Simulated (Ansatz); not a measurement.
MgO (rocksalt), relaxed with r2SCAN, was run in Ansatz under altered settings. All numbers are computed, without spin polarisation but where a row says otherwise.

```
CELL_PARAMETERS angstrom
0.00000 2.10217 2.10217
2.10217 0.00000 2.10217
2.10217 2.10217 0.00000
ATOMIC_POSITIONS crystal
Mg 0.00000 0.00000 0.00000
O 0.50000 0.50000 0.50000
```

The base run's other keys:
```yaml
kpoints:
  mp_grid: { grid: [6, 6, 6] }
hamiltonian:
  xc: hse06
scf:
  occupations: { method: fixed }
  n_extra_bands: 4
```

It takes 12 iterations with 339 plane waves at 420 eV and 16 k points, and leaves a mean stress of -0.35 GPa. The gap over this mesh is 6.542 eV. It ran on 4 threads of Arm Neoverse N1 (shared host).

Outcomes, with energy and stress as changes against the base:
```csv
setting,outcome,ΔF (meV/atom),Δ mean stress (GPa),gap on the mesh (eV),iterations,wall time
"PBE hybrid, exx coeff 0.15, omega 0.5 1/Å",converged,–,+2.8,5.433,9,4.5 s
"PBE hybrid, exx coeff 1.0, omega 0.2078 1/Å",converged,–,-16.0,12.253,18,5.9 s
scf.exx.ecutfock_ratio: 4,converged,0.0,0.0,6.542,12,4.6 s
basis.ecutwfc: 500,converged,-1.7,0.0,6.542,12,6.3 s
```
A dash marks a value that wasn't obtained or can't be compared. Stress is positive in compression. The base took 4.5 s.

- PBE hybrid, exx coeff 0.15, omega 0.5 1/Å. That is 15 % exact exchange, screened with ω = 0.5 1/Å, against HSE06's 25 % screened at 0.208 1/Å. The mean stress moves by +2.8 GPa and the gap on the mesh by -1.110 eV (to 5.433). Totals of different functionals aren't comparable.
- PBE hybrid, exx coeff 1.0, omega 0.2078 1/Å. That is 100 % exact exchange, screened with ω = 0.2078 1/Å, against HSE06's 25 % screened at 0.208 1/Å. The mean stress moves by -16.0 GPa and the gap on the mesh by +5.711 eV (to 12.253). Totals of different functionals aren't comparable.
- basis.ecutwfc: 500. 459 plane waves in place of 339. The free energy moves by -1.7 meV an atom, the mean stress by 0.0 GPa and the gap on the mesh by 0.000 eV (to 6.542). The base cutoff was converged to that degree.

Within 1 meV an atom, 0.1 GPa and 0.005 eV of the base stay: scf.exx.ecutfock_ratio: 4.

The stress of a hybrid is loosely converged in these runs.

The meshes of the hybrids are coarse, so their gaps aren't converged to the digits shown.
